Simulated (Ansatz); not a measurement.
NbSiO:
```
NbSiO
1.0
    3.26700     0.00000     0.00000
    0.00000     3.26700     0.00000
    0.00000     0.00000     6.89352
Nb Si O
2 2 2
Direct
  0.00000   0.50000   0.70105
  0.50000   0.00000   0.29895
  0.00000   0.00000   0.00000
  0.50000   0.50000   0.00000
  0.50000   0.00000   0.60967
  0.00000   0.50000   0.39033
```

This is the r²SCAN-relaxed structure.

**Question.** All from r²SCAN in the plane-wave PAW code Ansatz, unless another level is named. Predict the electronic character.

**Answer.** metallic (no gap).

**Question.** And the density of states at the Fermi level?

**Answer.** 0.54 states/eV per atom (mean over ±0.08 eV).

**Question.** Next, the formation energy from the elements (no fitted shifts)?

**Answer.** -117 kJ/mol-atom.

**Question.** Predict the gap with spin–orbit coupling.

**Answer.** none (metallic).

Space group P4/nmm. The start of the workflow was typed in or built on a structure type; neither database checked (COD, Materials Project) lists it. Whether it is the stable phase at ambient conditions was not checked. The cell was relaxed with r²SCAN under the symmetry of its start; its stability against distortions is not shown here. The workflow began spin-polarised and lost its moments. The references are the lowest solids computed at this level, not always the standard phases (solids in place of the gases). Scalar-relativistic: spin–orbit coupling is off unless named, which matters more the heavier the elements.

Potentials: the later of the program's two PAW sets.
